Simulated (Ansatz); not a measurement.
Values for one crystal, relaxed and computed with plane-wave PAW r²SCAN (Ansatz code); other levels are named.

| Item | Result |
|---|---|
| Volume per atom | 8.25 Å³ |
| Band gap | 4.03 eV (smallest direct gap 4.05 eV) |
| Highest zone-centre frequency (without LO–TO term) | 981 cm^-1 |
| HSE06 gap on the r²SCAN cell | 4.76 eV |
| Electron effective mass, band 3 of 3 at the edge | 0.33 along [100], 0.33 along [110], 0.36 along [111] (mₑ) |
| Zone-centre stability | no imaginary mode at Γ |
| Electron effective mass, band 1 of 3 at the edge | 0.57 along [100], 0.46 along [110], 0.43 along [111] (mₑ) |

### Question
Pick the material that matches.
(A) MgO, rock salt
(B) CsCl, CsCl type
(C) Si3N4, Fd-3m (Si on 16c, Si on 8b, N on 32e)
(D) AlN, P4/mmm (Al on 1c, N on 1a)

### Answer
C, Si3N4, Fd-3m (Si on 16c, Si on 8b, N on 32e)

The r²SCAN relaxation kept the symmetry of its start.

Potentials: the later of the program's two PAW sets.
